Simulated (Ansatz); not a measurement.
Starting cell, C (diamond):

```yaml
crystal:
  lattice:
    - [0.00000, 3.57162, 3.57162]
    - [1.78581, 0.00000, 1.78581]
    - [1.78581, 1.78581, 0.00000]
  atoms:
    - { symbol: C, position: [0.25000, 0.50000, 0.50000] }
    - { symbol: C, position: [0.75000, 0.50000, 0.50000] }
    - { symbol: C, position: [0.37500, 0.75000, 0.75000] }
    - { symbol: C, position: [0.87500, 0.75000, 0.75000] }
```

A phonon eigenvector at L = (0.5, 0.0, 0.0) is frozen into this cell: atom i moves by Q times the vector below, so Q is the largest atomic displacement, in Å. The cell is held. It is one choice among 2 degenerate patterns. (q is in reciprocal vectors of the primitive cell; the cell shown is doubled to hold the pattern.)

| atom | x | y | z |
|---|---|---|---|
| C1 | -0.285 | 0.520 | -0.805 |
| C2 | 0.285 | -0.520 | 0.805 |
| C3 | -0.285 | 0.520 | -0.805 |
| C4 | 0.285 | -0.520 | 0.805 |

All values below come from PBE (plane waves to 420 eV, PAW, scalar-relativistic; Ansatz, a first-principles code). k mesh 8×16×16 (Γ-centred), Fermi-Dirac smearing 0.05 eV. Energies are smeared free energies. C was relaxed with its symmetry unable to fall. The PAW data are Ansatz's earlier set. ΔE is measured from the undisplaced structure.

```
Q (Å)    ΔE (meV/cell)
-------  -------------
-0.1000          264.2
-0.0833          183.3
-0.0667          117.3
-0.0500           65.9
-0.0333       withheld
-0.0167            7.3
0.0000             0.0
0.0167             7.3
0.0333        withheld
0.0500            65.9
0.0667           117.3
0.0833           183.3
0.1000           264.2
```

Q: Fit an even polynomial form (powers 2, 4) to the given rows and predict ΔE at Q = 0.0333.

A: Least squares on the 11 given rows: ΔE = (26350)·Q² + (7437)·Q⁴, in meV/cell with Q in Å; root-mean-square residual 0.06 meV/cell. At 0.0333 the fit gives 29.2 meV/cell; the calculation gives 29.3 meV/cell, so the interpolation is off by -0.1 (-0.3 %). The quadratic term alone would give 29.2 meV/cell.

(For displaced atoms, the force is minus the slope of the energy, and its curvature is a force constant, which sets phonon frequencies.)
